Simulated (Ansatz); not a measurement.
CsH₃O₂ in space group Amm2 (No. 38; Pearson symbol oS12), plane-wave PAW r²SCAN (Ansatz code), all energies at zero smearing, with the estimated change up to a 700 eV cutoff added, with one set of potentials and settings (totals compare only within such a set). Cell of 6 atoms (1 Cs, 3 H, 2 O): -6873.507 eV.

| element | reference phase | E (eV/atom) |
|---|---|---|
| Cs | Im-3m, 1 atoms in the cell | -5685.9274 |
| H | P2_12_12_1, 8 atoms in the cell | -15.9458 |
| O | C2/m, 4 atoms in the cell, spin-polarised | -566.0281 |

Formation energy per atom, worked out: (-6873.507 − 1×(-5685.9274) − 3×(-15.9458) − 2×(-566.0281))/6 = -1.281 eV/atom (-124 kJ per mol of atoms), at 0 K, without zero-point energy or fitted corrections.

The workflow started from a Materials Project entry (that database holds measured and hypothetical structures alike); the Crystallography Open Database copy checked does not list it. COD files the formula under space group No. 141. Its standing as an ambient phase is unchecked. The r²SCAN relaxation kept the symmetry of its start; its stability against distortions is not shown here. The references are the lowest solids computed at this level, not always the standard phases (solids in place of the gases). Scalar-relativistic: spin–orbit coupling is off unless named, which matters more the heavier the elements.

Potentials: the later of the program's two PAW sets.
